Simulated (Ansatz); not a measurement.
In$_{2}$O$_{3}$:
```
CELL_PARAMETERS angstrom
      3.41782     0.00000     0.00000
     -1.70891     2.95992     0.00000
      0.00000     0.00000     6.05424
ATOMIC_POSITIONS crystal
  In 0.66667 0.33333 0.76230
  In 0.33333 0.66667 0.23770
  O  0.66667 0.33333 0.34633
  O  0.33333 0.66667 0.65367
  O  0.00000 0.00000 0.00000
```

Relaxed with r²SCAN+D4. Special points in fractions of this cell's reciprocal vectors: Γ (0.000, 0.000, 0.000); M (0.500, 0.000, 0.000); K (0.333, 0.333, 0.000); A (0.000, 0.000, 0.500); L (0.500, 0.000, 0.500); H (0.333, 0.333, 0.500).

Q: List the band energies nearest the valence-band maximum at these points for DFT-r²SCAN+D4 in the program Ansatz with PAW potentials.

A: In eV from the valence-band maximum; about four levels below and three above (degenerate sets whole), none deeper than 8.9 eV; points with the same levels are listed once.

| k | below | above |
|---|---|---|
| Γ | -1.07 -1.07 -0.59 -0.59 -0.03 | 1.34 5.85 6.70 |
| M | -1.34 -1.04 -0.60 -0.34 | 4.75 6.99 7.94 |
| K | -3.18 -3.18 -0.28 -0.28 -0.02 | 6.60 6.60 9.44 |
| A | -0.81 -0.81 -0.70 -0.70 | 3.46 4.46 6.44 |
| L | -1.80 -1.27 -0.25 -0.01 | 5.14 6.87 7.29 |
| H | -2.15 -2.15 -1.01 -1.01 -0.51 | 6.66 6.66 9.93 9.93 |

Space group P-3m1 (La2O3 or Ni2Al3 type). The start of the workflow was typed in or built on a structure type; neither database checked (COD, Materials Project) lists it. It is not the phase usual at ambient conditions (space group No. 206). Symmetry was held in the r²SCAN+D4 relaxation. At this level the phase is mechanically unstable. The volume moved by -25 % from the start of the relaxation. Spin–orbit coupling is left out wherever it is not named.

Potentials: the earlier of the program's two PAW sets.
